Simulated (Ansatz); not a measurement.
# SiNi3: Field gradients at the nuclei

The cell is a Materials Project structure (computed, not necessarily an observed phase).

```
Si Ni
1.0
     3.46374    0.00000    0.00000
     0.00000    3.46374    0.00000
     0.00000    0.00000    3.46374
Si Ni
1 3
Direct
  0.00000 0.00000 0.00000
  0.00000 0.50000 0.50000
  0.50000 0.50000 0.00000
  0.50000 0.00000 0.50000
```

Atom numbers follow the list; atoms alike are taken as one site, whose name carries the number of the first.

Method: Kohn–Sham DFT in Ansatz, LDA, plane waves and PAW, scalar-relativistic, collinear spin, 420 eV cutoff, Γ-centred 10×10×10 k-points, Fermi–Dirac smearing 0.05 eV. Start moments as typed (μB): 1.5 on each Ni, none on the rest.

V_zz is the principal component of the electric field gradient with the largest magnitude, η = (V_xx − V_yy)/V_zz and C_Q = eQV_zz/h. Directions are in the Cartesian axes of the cell vectors above, for the atom listed; none is given where the gradient is under 0.02 or η is above 0.95.

Task: What field gradients does the calculation give at each kind of site?

Result: 

```
site  first atom                     first shell  V_zz (10²¹ V/m²)     η  direction of V_zz (x, y, z)
  Si           1                 12 Ni at 2.45 Å              0.00     –                            –
  Ni           2  4 Si at 2.45 Å, 8 Ni at 2.45 Å             -5.04  0.00               1.00 0.00 0.00
```

An axis of threefold or higher order runs through Ni, so V_zz lies along it and η is zero. Si sits on a cubic site, where every gradient vanishes.

At this cell the LDA pressure is -7 GPa, so with LDA the cell would shrink if it were relaxed. With no gap above 0.1 eV, as in a metal, the gradients converge slowly in k; expect changes of a tenth or more on a denser mesh. The start moments die out, and the run ends without spin.

Hardware: 1 thread of AMD EPYC 9R45 96-Core Processor (Zen 5) (x86_64; 44 cores open to the job, memory cap 3.0 GiB, no GPU), a shared host with a load of 0.6 a core. Wall time 8.2 s, CPU time 8.2 s, peak memory 0.49 GiB.
